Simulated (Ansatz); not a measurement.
Relaxation of a relaxed Sb cell displaced along its unstable phonon at q = (½, 0, 0) of its primitive reciprocal cell (20i cm⁻¹), largest move 0.15 Å; 8 atoms in the cell, which starts as Pnma (No. 62), oP8; a = 8.9847 Å, b = 6.3323 Å, c = 5.1873 Å, α = β = γ = 90.00°. Computed with PBEsol (plane waves to 420 eV, PAW, scalar-relativistic; Ansatz, an electronic-structure program). Γ-centred k-mesh 7×7×5 on the run's cell (coarser than for final values), Fermi–Dirac smearing 0.05 eV. This is the first round of the run. 

The optimiser's lines from the output (shortened; P is positive under compression):

```
relax step   1: F+E_penalty+E_count = -51263.62824362 eV  Δ(F+E_penalty+E_count) = +0.000e0 eV  max|allowed force component| = 4.543e-2 eV/Å  Δτ_max = 0.0000 Å  P = -0.149 GPa  Ω = 295.124 Å³  (7 SCF iters, dr2 threshold 1.00e-7 eV, accepted)
relax step   2: F+E_penalty+E_count = -51263.64363585 eV  Δ(F+E_penalty+E_count) = -1.539e-2 eV  max|allowed force component| = 4.275e-2 eV/Å  Δτ_max = 0.0531 Å  P = +0.108 GPa  Ω = 293.267 Å³  (6 SCF iters, dr2 threshold 1.79e-7 eV, accepted)
relax step   3: F+E_penalty+E_count = -51263.70832511 eV  Δ(F+E_penalty+E_count) = -6.469e-2 eV  max|allowed force component| = 1.088e-1 eV/Å  Δτ_max = 0.1953 Å  P = +0.114 GPa  Ω = 288.930 Å³  (6 SCF iters, dr2 threshold 1.14e-7 eV, accepted)
relax step   4: F+E_penalty+E_count = -51263.85638052 eV  Δ(F+E_penalty+E_count) = -1.481e-1 eV  max|allowed force component| = 1.303e-1 eV/Å  Δτ_max = 0.1951 Å  P = -0.784 GPa  Ω = 283.676 Å³  (6 SCF iters, dr2 threshold 8.00e-7 eV, accepted)
relax step   5: F+E_penalty+E_count = -51264.13738783 eV  Δ(F+E_penalty+E_count) = -2.810e-1 eV  max|allowed force component| = 1.212e-1 eV/Å  Δτ_max = 0.1942 Å  P = -1.085 GPa  Ω = 272.840 Å³  (6 SCF iters, dr2 threshold 8.00e-7 eV, accepted)
relax step   6: F+E_penalty+E_count = -51264.50371088 eV  Δ(F+E_penalty+E_count) = -3.663e-1 eV  max|allowed force component| = 1.548e-1 eV/Å  Δτ_max = 0.1957 Å  P = -1.065 GPa  Ω = 261.057 Å³  (6 SCF iters, dr2 threshold 8.00e-7 eV, accepted)
relax step   7: F+E_penalty+E_count = -51264.86025125 eV  Δ(F+E_penalty+E_count) = -3.565e-1 eV  max|allowed force component| = 1.444e-1 eV/Å  Δτ_max = 0.1954 Å  P = -1.310 GPa  Ω = 251.270 Å³  (6 SCF iters, dr2 threshold 8.00e-7 eV, accepted)
relax step   8: F+E_penalty+E_count = -51264.94109559 eV  Δ(F+E_penalty+E_count) = -8.084e-2 eV  max|allowed force component| = 2.679e-1 eV/Å  Δτ_max = 0.1949 Å  P = +3.267 GPa  Ω = 226.258 Å³  (6 SCF iters, dr2 threshold 8.00e-7 eV, accepted)
relax step   9: F+E_penalty+E_count = -51264.97957253 eV  Δ(F+E_penalty+E_count) = -3.848e-2 eV  max|allowed force component| = 8.183e-1 eV/Å  Δτ_max = 0.0694 Å  P = +1.461 GPa  Ω = 235.247 Å³  (6 SCF iters, dr2 threshold 8.00e-7 eV, accepted)
relax step  10: F+E_penalty+E_count = -51265.09249885 eV  Δ(F+E_penalty+E_count) = -1.129e-1 eV  max|allowed force component| = 2.018e-1 eV/Å  Δτ_max = 0.0988 Å  P = -2.551 GPa  Ω = 243.388 Å³  (6 SCF iters, dr2 threshold 8.00e-7 eV, accepted)
relax step  11: F+E_penalty+E_count = -51265.10965276 eV  Δ(F+E_penalty+E_count) = -1.715e-2 eV  max|allowed force component| = 2.770e-1 eV/Å  Δτ_max = 0.1229 Å  P = +0.610 GPa  Ω = 235.894 Å³  (7 SCF iters, dr2 threshold 8.00e-7 eV, accepted)
relax step  12: F+E_penalty+E_count = -51265.21995157 eV  Δ(F+E_penalty+E_count) = -1.103e-1 eV  max|allowed force component| = 7.802e-2 eV/Å  Δτ_max = 0.0911 Å  P = +0.106 GPa  Ω = 234.943 Å³  (6 SCF iters, dr2 threshold 8.00e-7 eV, accepted)
relax step  13: F+E_penalty+E_count = -51265.12643987 eV  Δ(F+E_penalty+E_count) = +9.351e-2 eV  max|allowed force component| = 6.587e-2 eV/Å  Δτ_max = 0.1190 Å  P = +0.963 GPa  Ω = 225.807 Å³  (6 SCF iters, dr2 threshold 3.80e-7 eV, rejected (line search))
relax step  14: F+E_penalty+E_count = -51265.22387343 eV  Δ(F+E_penalty+E_count) = -3.922e-3 eV  max|allowed force component| = 2.315e-2 eV/Å  Δτ_max = 0.0109 Å  P = +0.012 GPa  Ω = 234.509 Å³  (11 SCF iters, accepted)
relax step  15: F+E_penalty+E_count = -51265.22434211 eV  Δ(F+E_penalty+E_count) = -4.687e-4 eV  max|allowed force component| = 2.836e-3 eV/Å  Δτ_max = 0.0044 Å  P = -0.007 GPa  Ω = 234.249 Å³  (5 SCF iters, dr2 threshold 3.35e-8 eV, accepted)
relax step  16: F+E_penalty+E_count = -51265.22107536 eV  Δ(F+E_penalty+E_count) = +3.267e-3 eV  max|allowed force component| = 3.089e-3 eV/Å  Δτ_max = 0.0000 Å  P = -0.014 GPa  Ω = 234.249 Å³  stress off target by 2.29e-2 GPa  SCF on the basis re-selected at this cell (its energy is not comparable with the rows above)  (8 SCF iters)
relax step  17: F+E_penalty+E_count = -51265.22110133 eV  Δ(F+E_penalty+E_count) = -2.596e-5 eV  max|allowed force component| = 3.841e-4 eV/Å  Δτ_max = 0.0007 Å  P = +0.002 GPa  Ω = 234.133 Å³  (4 SCF iters, dr2 threshold 1.31e-9 eV, accepted)
relax step  18: F+E_penalty+E_count = -51265.22109010 eV  Δ(F+E_penalty+E_count) = +1.123e-5 eV  max|allowed force component| = 3.862e-4 eV/Å  Δτ_max = 0.0000 Å  P = +0.002 GPa  Ω = 234.133 Å³  stress off target by 2.02e-3 GPa  SCF on the basis re-selected at this cell (its energy is not comparable with the rows above)  (8 SCF iters)
```

From the first to the last row the energy changes by -0.20 eV/atom and the volume by -20.7 %. The last row is marked as not comparable with the walk above it, whose basis was carried along; it does compare with step 1, since both stand on a basis selected at the nominal cutoff for their own cell.

Step 13 was rejected by the optimiser.

Later rounds, restarted from the end of this one on a renewed k-mesh, logged 9 more steps and released under 0.01 eV/atom more. The final structure after all rounds: I4/mmm (No. 139), tI4; a = 4.344 Å, b = 4.344 Å, c = 6.227 Å, α = 90.00°, β = 90.00°, γ = 90.00°. Between re-selections the logged energies stand on a plane-wave basis carried along with the cell. No spin polarisation in the result.

The run could not lose the symmetry of its start, so the end can be a saddle point.

The relaxed structure here is a generated cell of Sb: the first start was made by placing the elements on the sites of a structure type, and the end was not matched to a known phase here, so it may be hypothetical. Known forms of Sb include space group No. 166.
